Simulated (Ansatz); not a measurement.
Relaxed Li (bcc, W type):

```xyz
2
Lattice="-3.4763 3.4763 3.4763 1.7381 -1.7381 1.7381 1.7381 1.7381 -1.7381" Properties=species:S:1:pos:R:3 pbc="T T T"
Li     0.0000     0.0000     0.0000
Li    -1.7381     1.7381     1.7381
```

The atoms are displaced by Q × the pattern below (from a DFPT mode at N = (0.5, 0.0, 0.0), largest move 1; Q in Å), at fixed cell. (q is in reciprocal vectors of the primitive cell; the cell shown is doubled to hold the pattern.)

```
atom       x      y      z
----  ------  -----  -----
Li1    1.000  0.000  0.000
Li2   -1.000  0.000  0.000
```

Level of theory: r2SCAN (plane waves to 500 eV, PAW, scalar-relativistic; Ansatz, an electronic-structure program). k mesh 19×19×19 (Γ-centred), Fermi-Dirac smearing 0.05 eV. With partly filled bands, energies and forces of such displacements shift with the k mesh and the smearing. Li was relaxed with its symmetry unable to fall. The PAW data are Ansatz's earlier set.

At one point of the scan the forces (eV/Å) are:

| atom | Fx | Fy | Fz |
|---|---|---|---|
| Li1 | -0.126 | 0.000 | 0.000 |
| Li2 | 0.126 | 0.000 | 0.000 |

Problem. Which point is it?
A) Q = 0.047 Å
B) Q = 0.280 Å
C) Q = 0.140 Å

Solution. C, Q = 0.140 Å

(A displaced cell: forces are minus the slopes of the energy, force constants its curvatures, and phonons follow from these.)
